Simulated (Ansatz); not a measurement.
## TiIn2Au: single run (Ansatz)

Launch command:

```bash
ansatz run input.yaml --threads 1 --pin off --max-ram 2560MiB --backend cpu --events-out ev --progress --plain --runs-dir out
```

input.yaml:

```yaml
crystal:
  lattice:
    - [4.39095, 0.0, 0.0]
    - [2.195475, -5.184999, 0.0]
    - [0.0, 0.0, -7.068107]
  atoms:
    - { symbol: In, position: [0.36364, 0.27272, 0.94763] }
    - { symbol: In, position: [0.63636, 0.72728, 0.44763] }
    - { symbol: In, position: [0.63636, 0.72728, 0.05237] }
    - { symbol: In, position: [0.36364, 0.27272, 0.55237] }
    - { symbol: Au, position: [0.78946, 0.42108, 0.75] }
    - { symbol: Au, position: [0.21054, 0.57892, 0.25] }
    - { symbol: Ti, position: [0.07593, 0.84814, 0.75] }
    - { symbol: Ti, position: [0.92407, 0.15186, 0.25] }
  symmetry: { tolerance: 0.0003 }
kpoints:
  mp_grid: { grid: [5, 5, 3], shift: [0, 0, 0] }
magnetization:
  spin_polarized: false
scf:
  occupations: { method: fermi_dirac }
  lower_state_search: "off"
hamiltonian:
  pseudopotentials: { kind: paw }
  xc: pbe
basis:
  ecutwfc: 420
output:
  forces: true
  stress: true
  eigenvalues: true
```

Origin of the cell: a known structure type with other elements, at an estimated volume, so it need not be a known compound.

The smearing width isn't typed, so it takes its default of 0.1 eV.

Output (shortened):

```
Pseudopotentials: kind: paw
Pseudopotential: In, paw, valence charge 13, recommended cutoff 420 eV (normal), In.paw.azcp
Pseudopotential: Au, paw, valence charge 19, recommended cutoff 420 eV (normal), Au.paw.azcp
Pseudopotential: Ti, paw, valence charge 12, recommended cutoff 420 eV (normal), Ti.paw.azcp
Functional definition: PBE
  exchange = pbe_x(kappa = kappa, mu = beta*pi^2/3)
  correlation = pbe_c(beta = beta)
Crystal: 8 atoms, lattice volume = 160.920 Å³
Basis set: ecut = 420 eV, 3145 PW (Γ), exchange–correlation on 60×80×96 points (8 copies of the dense FFT grid, shifted against one another)
Bands: 69, of which v1, the nominal top of the filled ones, is band 57 counted from 1 (56 counted from 0)
Symmetry: 8 space group operations
Space group: Cmcm (ITA 63), of the structure as read, at distance tolerance 1.6e-3 Å
[… 7 lines left out …]
Initial density: superposition of atomic densities (neutral atoms: chi_scale 0, normalization atom), corrected by the library's trained network
Functional: x = pbe(κ = 0.804, μ = 0.219515), c = pbe(β = 0.066725)
SCF iter   1: F=—  HF=-53688.928333 eV  Δρ=3.49e-3  dr2=1.21e-2
SCF iter   2: F=—  HF=-53688.928365 eV  Δρ=1.62e-3  dr2=3.00e-3
SCF iter   3: F=—  HF=-53688.928458 eV  Δρ=5.53e-4  dr2=5.01e-4
SCF iter   4: F=—  HF=-53688.928434 eV  Δρ=1.19e-4  dr2=4.39e-5
SCF iter   5: F=—  HF=-53688.928476 eV  Δρ=4.24e-5  dr2=4.74e-6
SCF iter   6: F=—  HF=-53688.928475 eV  Δρ=8.33e-6  dr2=1.84e-7
SCF iter   7: F=-53688.928475 eV  HF=-53688.928475 eV  Δρ=2.31e-6  dr2=1.09e-8
SCF 1 converged in 7 iterations: F = -53688.928475 eV  dr2 = 1.09e-8
SCF converged after 7 iterations
Free energy (F): -53688.928475 eV
Harris-Foulkes:  -53688.928475 eV  (|F-HF|=4.94e-9)
Internal energy: -53688.624666 eV  (E = F + TS)
E sigma→0 (E₀):  -53688.776571 eV
Entropy (-TS):   -0.303810 eV (-37.976 meV/atom)
Fermi energy:    14.608833 eV
--- Per-component energies (eV) ---
  E_band       = -886.915135
  E_kinetic    = 2731.053356
  E_local      = -10447.262613  (includes V_loc(G=0)·N_el)
  E_nonlocal   = 1631.216821
  E_hartree    = 4337.296273
  E_xc         = -1516.212394
  E_vxc        = -1197.640666  (∫ρ·V_xc dr)
  E_paw        = -38128.434636  (= ΣΔE_a)
  E_vpaw       = -2278.879357  (= ΣTr[D̂ρ^β])
  E_aug_tail   = 0.003156  (compensation charges beyond the density's cutoff)
  E_ewald      = -12296.284629
  E_smearing   = -0.303810  (= −TS)
  Σ components = -53688.928475   (vs F -53688.928475, Δ=0.00e0)
--- Forces (eV/Å), atoms counted from 1 ---
  atom   1  In     0.000000     1.331736    -0.880914
  atom   2  In     0.000000    -1.331736    -0.880914
  atom   3  In    -0.000000    -1.331736     0.880914
  atom   4  In    -0.000000     1.331736     0.880914
  atom   5  Au     0.000000     0.217769    -0.000000
  atom   6  Au    -0.000000    -0.217769     0.000000
  atom   7  Ti    -0.000000    -0.234994     0.000000
  atom   8  Ti     0.000000     0.234994    -0.000000
  max |Σ_I F_I| component: 3.33e-16 eV/Å
--- Stress (GPa, compression-positive) ---
        4.609562       0.000000      -0.000000
        0.000000       3.506669      -0.000000
       -0.000000      -0.000000      10.713759
  P = ⅓ Tr σ = 6.2767 GPa (62.767 kbar)
```

Caveats: no moments, though an odd count or open d shells may carry them; no spin-orbit coupling, though heavy elements are present; the k mesh is coarse if the cell is a metal.

The run took 5.8 s of wall time on 1 CPU thread(s) of a shared host, from the program's own first density.
